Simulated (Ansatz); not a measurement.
LiGdSe2 (R-3m); field of 500 T on the spins.

```yaml
crystal:
  lattice:
    - [2.05174, 1.18457, 6.46279]
    - [-2.05174, 1.18457, 6.46279]
    - [0.00000, -2.36915, 6.46279]
  atoms:
    - { symbol: Li, position: [0.50000, 0.50000, 0.50000] }
    - { symbol: Gd, position: [0.00000, 0.00000, 0.00000] }
    - { symbol: Se, position: [0.75165, 0.75165, 0.75165] }
    - { symbol: Se, position: [0.24835, 0.24835, 0.24835] }
```

The geometry is a structure from the Materials Project, held fixed and not relaxed.

Functional, mesh and filling: PBEsol, 6×6×6 k mesh, Fermi–Dirac smearing of 0.05 eV. PAW means Ansatz 0.2.0 on its default frozen-core files. Site moments are integrated in spheres about the atoms. Start moments (μB): Gd2 6.9.

The self-consistent cycle went as follows.

| iteration | Harris–Foulkes energy less the last (meV) | density residual (eV) | M (μB) | ∫|m| (μB) |
| --- | --- | --- | --- | --- |
| 1 | -19389.160 | 5.3e+02 | 1.3038 | 1.3159 |
| 2 | -6425.239 | 4.3e+02 | 1.5753 | 1.5859 |
| 3 | 286.945 | 3.5e+01 | 5.7744 | 5.8700 |
| 4 | 442.607 | 4.1e+00 | 7.0000 | 7.3192 |
| 5 | 1485.865 | 3.5e+00 | 6.9970 | 7.1552 |
| 6 | 2844.311 | 3.7e+00 | 6.8714 | 6.8900 |
| 7 | 2395.294 | 1.6e+00 | 6.9946 | 7.0013 |
| 8 | 1452.454 | 2.6e-01 | 7.0000 | 7.0363 |
| 9 | 758.677 | 3.7e-01 | 7.0000 | 7.0895 |
| 10 | 386.208 | 1.2e-01 | 7.0000 | 7.0663 |
| 11 | -55.589 | 9.2e-02 | 7.0000 | 7.0867 |
| 12 | 0.459 | 3.4e-03 | 7.0000 | 7.0510 |
| 13 | -0.082 | 1.9e-03 | 7.0000 | 7.0471 |
| 14 | -0.107 | 4.8e-04 | 7.0000 | 7.0451 |
| 15 | -0.046 | 1.1e-04 | 7.0000 | 7.0459 |
| 16 | -0.013 | 3.8e-05 | 7.0000 | 7.0464 |
| 17 | 0.000 | 2.9e-07 | 7.0000 | 7.0465 |
| 18 | 0.000 | 4.0e-08 | 7.0000 | 7.0464 |
| 19 | 0.000 | 4.4e-09 | 7.0000 | 7.0464 |
| 20 | 0.000 | 5.3e-10 | 7.0000 | 7.0464 |
| 21 | 0.000 | 2.1e-10 | 7.0000 | 7.0464 |
| 22 | 0.000 | 1.3e-11 | 7.0000 | 7.0464 |

Site moments (μB): Li1 0.00, Gd2 6.90, Se3 0.00, Se4 0.00. Cell moment 7.00 μB.

The PAW files were made with PBE; the program remakes their cores once for the run's functional and then keeps them frozen. Without U a semilocal functional puts the f levels too near the Fermi level, which can change moments and the order of magnetic states; site and cell moments are spin moments. Spin–orbit coupling is left out although heavy atoms are present. With open f shells a run can end in a state that isn't the lowest. The magnetic state is the one that this cell and start allow. It needn't be the compound's measured order, which may need a larger cell or be absent.
